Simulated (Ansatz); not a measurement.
## Structures of Ta2Ti: which is lowest?

Plane-wave DFT in Ansatz with scalar-relativistic PAW potentials, cutoff 420 eV, Γ-centred meshes chosen by cell and gap, Gaussian smearing with energies taken to zero width. Every cell was relaxed (cell and atoms) in a run of its own, within the symmetry of its start. Functional: PBE.

Relaxed structures (starts from databases or built by putting these elements on another compound's sites):
A. Fd-3m, 6 atoms in the computed cell, a = 7.708 Å; sites (symmetry × multiplicity) Ti -43m × 8, Ta .-3m × 16; start: built
B. Immm, 3 atoms in the computed cell, a = 2.780 Å, b = 4.664 Å, c = 8.386 Å; sites (symmetry × multiplicity) Ti mmm × 2, Ta mm2 × 4; start: built

Problem. Rank them by energy. Could pressure change the order?

Solution.
```tsv
structure	group	E − E(lowest) (meV/atom)	V (Å³/atom)	gap on mesh (eV)
B	Immm	0.0	18.12	0.00
A	Fd-3m	144	19.08	0.00
```

B is lowest, 144 meV/atom under A. The lowest is also the densest of these, so pressure wouldn't bring one of the others in at first order. Other structures may lie lower than all of these, and vibrations aren't counted.

Spin-orbit coupling is left out, which matters for the bands of heavy elements.